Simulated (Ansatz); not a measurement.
CaO (rock salt), relaxed with PBE (Ansatz, a first-principles code, plane waves, PAW): a = b = c = 4.831 Å, α = β = γ = 90.00°.

```
Property              Result
--------------------  ------
gap (eV)                3.66
B₀ by P(V) fit (GPa)     105
```

The same phase is relaxed and computed with HSE06 in the same code. What are the cell and these values now?

a = b = c = 4.7981 Å, α = β = γ = 90.00°.

* **gap (eV)**: 5.31
* **B₀ by P(V) fit (GPa)**: 115

All cells were relaxed under the symmetry of their starts (and spin orders); stability against distortions was not tested throughout.

Potentials: the later of the program's two PAW sets.

Ansatz is a plane-wave DFT program.
